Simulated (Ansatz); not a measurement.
Notes on TlIrSe

```xyz
12
Lattice="6.1740 0.0000 0.0000 0.0000 6.1740 0.0000 0.0000 0.0000 6.1740" Properties=species:S:1:pos:R:3 pbc="T T T"
Ir    0.0006    0.0006    0.0006
Ir    3.0864    6.1734    3.0876
Ir    3.0876    3.0864    6.1734
Ir    6.1734    3.0876    3.0864
Tl    3.8328    3.8328    3.8328
Tl    5.4282    2.3412    0.7458
Tl    0.7458    5.4282    2.3412
Tl    2.3412    0.7458    5.4282
Se    2.3393    2.3393    2.3393
Se    0.7477    3.8347    5.4263
Se    5.4263    0.7477    3.8347
Se    3.8347    5.4263    0.7477
```

The numbers come from plane-wave PAW DFT (Ansatz): LDA, spin-orbit coupling, 420 eV, 5×5×5 Γ-centred k points, fermi-dirac occupations (width 0.1 eV). Nothing was relaxed.

The state carries no moments; the state need not be the lowest.

**Formation energy.** 0.31 eV an atom against the elements' usual phases (free molecules for gases, crystals otherwise, with no correction for O₂ or N₂), so at this geometry it isn't bound against them. Relaxing would lower it.
**At the Fermi level.** It is a metal, with about 8.7 states/eV a cell as the mean within 0.25 eV of the Fermi level, mostly Ir d (47 %), Se p (27 %) and Tl p (17 %).
**Stress.** The pressure is 7.0 GPa (compression positive), so with the atoms held at these fractions the cell would first expand; the forces are large, so a full relaxation may end otherwise.
**Forces.** The largest is on Ir1 (and as large on other atoms): 3.32 eV/Å, components (-1.92, -1.92, -1.92). It makes 122° with the line to a nearest neighbour, Tl6 at 2.57 Å.

Origin: a known structure type with other elements, at an estimated volume, so it need not be a known compound. Caveats: atoms or cell far from equilibrium.
